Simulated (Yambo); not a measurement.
Yambo run on AlP (wurtzite, space group P6_3mc, No. 186). The wavefunctions come from this Quantum ESPRESSO step (PBEsol, PseudoDojo standard norm-conserving files, scalar-relativistic):

```
&CONTROL
  calculation = 'nscf'
  pseudo_dir = './pseudo'
  outdir = './out'
/
&SYSTEM
  ibrav = 0
  nat = 4
  ntyp = 2
  ecutwfc = 44.0
  ecutrho = 176.0
  occupations = 'fixed'
  force_symmorphic = .true.
  nbnd = 181
/
&ELECTRONS
  conv_thr = 4e-09
  diago_full_acc = .true.
  diago_thr_init = 1e-08
/
ATOMIC_SPECIES
Al 26.9815 Al.upf
P 30.9738 P.upf
CELL_PARAMETERS angstrom
  3.861221158735   0.000000000000   0.000000000000
 -1.930610579367   3.343915613094   0.000000000000
  0.000000000000   0.000000000000   6.335056645000
ATOMIC_POSITIONS crystal
Al   0.333333333000   0.666666667000   0.000046205400
Al   0.666666666333   0.333333333667   0.500046205400
P   0.333333333000   0.666666667000   0.374953794600
P   0.666666666333   0.333333333667   0.874953794600
K_POINTS automatic
6 6 2 0 0 0
```

Yambo input:

```
rim_cut
gw0
dyson
el_el_corr
HF_and_locXC
ppa
em1d
RandQpts= 1000000
RandGvec= 1 Ry
EXXRLvcs= 44 Ry
VXCRLvcs= 176 Ry
Chimod= "HARTREE"
% BndsRnXp
 1 | 179 |
%
NGsBlkXp= 10 Ry
% LongDrXp
 1.0 | 1.0 | 1.0 |
%
PPAPntXp= 27.2114 eV
% GbndRnge
 1 | 179 |
%
GTermKind= "BG"
DysSolver= "n"
ExtendOut
% QPkrange
 1 | 1 | 8 | 9 |
 2 | 2 | 8 | 9 |
 7 | 7 | 8 | 9 |
 14 | 14 | 8 | 9 |
%
```

k points by index: 1 = Γ, 2 = A, 7 = M, 14 = H.

Table of the .qp output:

```
#    K-point    Band    Eo [eV]    E [eV]    E-Eo [eV]    Vxc [eV]    Vnlxc [eV]    Sc|Eo [eV]    Sc|E [eV]    dSc/dw|Eo [eV]    Re(Z)    Im(Z)
#
    1    8    0.000000    -0.843011    -0.843011    -11.82108    -13.89425    0.979913    1.230160    -8.076670    0.771118    -0.001645
    1    9    2.315468    2.469472    0.154005    -9.619022    -5.569759    -3.854127    -3.895259    -7.261415    0.789355    -0.001577
    2    8    -0.515917    -1.377604    -0.861687    -11.58927    -13.88225    1.173130    1.431296    -8.151618    0.769484    -0.001676
    2    9    3.138104    3.301520    0.163415    -9.655547    -5.378922    -4.068799    -4.113209    -7.388403    0.786458    -0.001616
    7    8    -0.858586    -1.740109    -0.881522    -11.47217    -13.95338    1.332423    1.599687    -8.248935    0.767372    -0.001707
    7    9    1.820230    1.968451    0.148222    -8.783277    -4.929368    -3.667699    -3.705687    -6.968049    0.796130    -0.001562
    14    8    -1.242140    -2.133960    -0.891820    -11.32308    -13.93823    1.450681    1.723327    -8.317826    0.765884    -0.001724
    14    9    3.012546    3.182090    0.169543    -9.316684    -5.077938    -4.023962    -4.069203    -7.254877    0.789505    -0.001611
```
(The two width columns are left out.) Convergence of these settings isn't established.

Geometry relaxed with PBEsol.

This is not the ordinary phase of the substance; no match was found in the copy of COD used, and its stability was not checked.
